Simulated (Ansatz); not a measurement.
## Fe (bcc)

Computed with Ansatz (plane waves, PAW, 500 eV cutoff): r²SCAN, scalar-relativistic, collinear spin, 20×20×20 k-mesh, Gaussian smearing of 0.05 eV; PAW files: Ansatz's generated set soft_2.

Space group Im-3m (No. 229). a = 2.866 Å, b = 2.866 Å, c = 2.866 Å, α = 90.00°, β = 90.00°, γ = 90.00°
```json
{"atom": "Fe", "site": "2a", "symmetry": "m-3m", "x": "0.0000", "y": "0.0000", "z": "0.0000"}
```

Cell and atoms are those of this level's equilibrium.

The run used a cell of 1 atoms; the mesh refers to it.

| Property | Result |
| --- | --- |
| Volume | 11.77 Å³/atom |

What does r²SCAN give for the site spin moments?

Fe 2.81 μB.

Estimate the band gap at this level of theory (r²SCAN).

zero (metallic).

**What was measured.** A measured cell of cubic Fe (space group Im-3m) at 8 K, from the Crystallography Open Database (2002), has a = 2.860 Å and 11.70 Å³/atom.

**Comparison.** The computed cell (2.866 Å, 11.77 Å³/atom) differs from the database's by +0.6 % in volume, about +0.2 % in length. The static lattice lacks zero-point motion and thermal expansion, so this level's own overestimate is larger than the figure.

The run wasn't fully tested for a lower electronic state. Site moments are of spin, integrated over atomic spheres.
